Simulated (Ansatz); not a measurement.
SnS2 in space group I-42d (No. 122; Sn on 4a, S on 8d), LDA (plane waves, PAW; program Ansatz). The conduction-band minimum lies at Γ, with 1 equivalent valley. Second derivatives d²E/dk² of the lowest band at one valley (eV·Å²), along Cartesian directions:

| direction | d²E/dk² |
|---|---|
| [100] | 37.04 |
| [010] | 37.04 |
| [001] | 33.84 |
| [110] | 37.01 |
| [101] | 35.41 |
| [011] | 35.41 |

**Question.** Find the principal effective masses, the density-of-states mass and the conductivity mass.

**Answer.** Off-diagonal terms follow from H_xy = H[110] − (H_xx + H_yy)/2, and m*/mₑ = 7.620 eV·Å² over each eigenvalue: 0.21, 0.21, 0.23. One valley's DOS mass (m₁m₂m₃)^(1/3) = 0.21, conductivity mass 3/(Σ 1/mᵢ) = 0.21 mₑ.

**Question.** What effective density of states Nc follows at 300 K for parabolic valleys?

**Answer.** Nc = 2.509e19 × 1 × (0.21)^(3/2) ≈ 2.4e18 cm⁻³.

The workflow started from a Materials Project entry (that database holds measured and hypothetical structures alike); the Crystallography Open Database copy checked does not list it. It is not the phase usual at ambient conditions (space group No. 164). The LDA relaxation kept the symmetry of its start; of distortions, only those at the zone centre were tested. Spin–orbit coupling is left out wherever it is not named.

Potentials: the later of the program's two PAW sets.

Edges and masses are those of Kohn–Sham bands, whose gap is no quasiparticle gap.
